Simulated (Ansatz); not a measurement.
## Si₂Mo under pressure

Level of theory: DFT r2SCAN, scalar-relativistic, plane waves, PAW in Ansatz. Run with 500 eV cutoff, 18×18×18 k-mesh, Gaussian smearing of 0.10 eV, no spin polarisation.

Reference structure (relaxed):

```xyz
3
Lattice="-1.6009 1.6009 3.9093 1.6009 -1.6009 3.9093 1.6009 1.6009 -3.9093" Properties=species:S:1:pos:R:3 pbc="T T T"
Si    0.0000    0.0000    2.6215
Si    0.0000    0.0000    5.1972
Mo    0.0000    0.0000    0.0000
```

Cell and atoms are relaxed at each pressure within the symmetry of the start, at zero temperature, so transitions that lower the symmetry aren't seen. The k-mesh given is that at zero pressure and may differ at others.

Problem. Give the structure at 10 GPa.

Solution.
```xyz
3
Lattice="-1.5768 1.5768 3.8643 1.5768 -1.5768 3.8643 1.5768 1.5768 -3.8643" Properties=species:S:1:pos:R:3 pbc="T T T"
Si    0.0000    0.0000    2.5864
Si    0.0000    0.0000    5.1422
Mo    0.0000    0.0000    0.0000
```
Symmetry: I4/mmm, No. 139, tetragonal system. The conventional cell has a = 3.154 Å, b = 3.154 Å, c = 7.729 Å, α = 90.00°, β = 90.00°, γ = 90.00°. Around Si (site symmetry 4mm) lie 5 Si at 2.56 to 2.59 Å and 5 Mo at 2.57 to 2.59 Å. Mo (site symmetry 4/mmm) has 10 Si at 2.57 to 2.59 Å as nearest neighbours.